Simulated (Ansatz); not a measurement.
B₂W in space group P6_3/mmc (No. 194; B on 4f, B on 2b, B on 2d, W on 4f) under volume change, DFT-r²SCAN in the program Ansatz with PAW potentials, shape and atoms relaxed at each volume.

| V (Å³/atom) | E − E(relaxed) (meV/atom) | P (GPa) |
|---|---|---|
| 8.312 | [?] | [?] |
| 8.586 | 38.0 | 23.40 |
| 8.860 | [?] | [?] |
| 9.134 | 0.0 | 0.00 |
| 9.408 | 8.2 | -9.30 |
| 9.682 | 31.1 | -17.30 |
| 9.956 | 66.7 | -24.18 |

Q: Fill in the missing entries.

A: 
- 8.312, E − E(relaxed) (meV/atom): 90.2
- 8.312, P (GPa): 38.04
- 8.860, E − E(relaxed) (meV/atom): 9.0
- 8.860, P (GPa): 10.82

Q: What does a third-order Birch–Murnaghan fit give for V₀, B₀ and B′?

A: V₀ = 9.13 Å³/atom, B₀ = 334 GPa, B′ = 4.0.

The first step of the workflow began from a Materials Project structure, measured or hypothetical; the Crystallography Open Database files this formula in space group No. 194, but the cells were not matched. Its standing as an ambient phase is unchecked. Symmetry was held in the r²SCAN relaxation; whether a distortion lowers the energy is not shown. No spin polarisation was allowed. Scalar-relativistic: spin–orbit coupling is off unless named, which matters more the heavier the elements.

Potentials: the later of the program's two PAW sets.
